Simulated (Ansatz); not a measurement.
Stationary points along a deformation path in LiMg

These are results of Ansatz 0.2.0, DFT PBEsol, scalar-relativistic, plane waves, PAW, not measurements. Cutoff 420 eV, Γ-centred 21×21×21 k-points, Gaussian smearing of 0.15 eV. No spin polarisation. Energies are free energies at this smearing, counted from the undisturbed cell; pressure is positive in compression.

Zero of the scan (as given, not relaxed at this level; it stands at -0.2 GPa, and it needn't be the usual structure):

```yaml
crystal:
  lattice:
    - [1.54575, 0.89244, 5.08105]
    - [-1.54575, 0.89244, 5.08105]
    - [0.00000, -1.78488, 5.08105]
  atoms:
    - { symbol: Li, position: [0.00000, 0.00000, 0.00000] }
    - { symbol: Mg, position: [0.50000, 0.50000, 0.50000] }
```

At fixed volume and fractional coordinates, lengths along (0.000, 0.000, 1.000) are scaled against those across it; ρ is that ratio over its starting value. V = 21.028 Å³/atom. Δσ is the stress along the axis less the mean stress across it (compression positive).

| ρ | ΔE (meV/atom) | Δσ (GPa) | space group |
| --- | --- | --- | --- |
| 0.800 | 70.8 | 5.99 | R-3m |
| 0.850 | 41.2 | 5.17 | R-3m |
| 0.920 | 10.5 | 3.30 | R-3m |
| 0.960 | 1.5 | 1.45 | R-3m |
| 1.000 | 0.0 | -0.66 | R-3m |
| 1.050 | 8.9 | -3.56 | R-3m |
| 1.100 | 29.6 | -6.70 | R-3m |
| 1.200 | 103.2 | -12.30 | R-3m |
| 1.300 | 204.1 | -16.49 | R-3m |

Question: How does the stress give the slope of the energy, and where is the energy stationary?

Answer: Along the path d ln(length) is 2/3 d ln ρ on the axis and −1/3 d ln ρ across it, so dE/d ln ρ = −(2/3) V Δσ: the energy falls with ρ where Δσ is positive. Δσ vanishes or changes sign between ρ = 0.960 and 1.000, a minimum (near 0.99 by linear interpolation). Pairs of stationary points between two samples would go unseen, and could change a minimum read from distant neighbours into a maximum.

Question: Integrate that slope from ρ = 1 to 1.200 by the trapezoid rule.

Answer: With V/N in Å³ and 1 eV/Å³ = 160.2 GPa the slopes at ρ = 1.000, 1.050, 1.100, 1.200 are 58, 312, 586, 1076 meV/atom per unit of ln ρ. The steps add 9.0 + 20.9 + 72.3 = 102.2 meV/atom, against 103.2 from the energies; the trapezoid rule misses the curvature of the slope within each step.

In a metal these slopes depend on the k mesh and the smearing.